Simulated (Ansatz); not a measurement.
SiGe:
```
SiGe
1.0
    3.59143     0.00000     0.00000
    0.00000     3.59143     0.00000
    0.00000     0.00000     6.59271
Ge Si
2 2
Cartesian
  0.00000   1.79571   0.00000
  1.79571   0.00000   3.29635
  0.00000   0.00000   1.64818
  0.00000   0.00000   4.94453
```

Relaxed with r²SCAN. Special points in fractions of this cell's reciprocal vectors: Γ (0.000, 0.000, 0.000); X (0.000, 0.500, 0.000); M (0.500, 0.500, 0.000); Z (0.000, 0.000, 0.500); R (0.000, 0.500, 0.500); A (0.500, 0.500, 0.500).

Problem. List the band energies nearest the Fermi level at these points for r²SCAN (plane waves, PAW; program Ansatz).

Solution. In eV from the Fermi level; about four levels below and three above (degenerate sets whole), none deeper than 8.9 eV; points with the same levels are listed once.

```
k                    below                above
-  -----------------------  -------------------
Γ        -1.79 -1.79 -1.34       0.30 1.89 1.89
X  -7.23 -4.33 -3.31 -0.93       1.08 2.53 2.72
M  -3.54 -3.54 -2.34 -0.18       0.28 0.28 3.20
Z  -1.41 -1.41 -0.07 -0.07  2.14 2.14 3.91 3.91
R  -3.60 -3.03 -0.82 -0.78       1.31 2.04 2.99
A  -1.55 -1.55 -1.20 -1.20  2.64 2.64 3.20 3.20
```

Space group P4_2/mmc. The cell is a constructed one: a structure type filled with these elements; neither database checked (COD, Materials Project) lists it. Whether it is the stable phase at ambient conditions was not checked. Symmetry was held in the r²SCAN relaxation; whether a distortion lowers the energy is not shown. Scalar-relativistic: spin–orbit coupling is off unless named, which matters more the heavier the elements.

Potentials: the later of the program's two PAW sets.
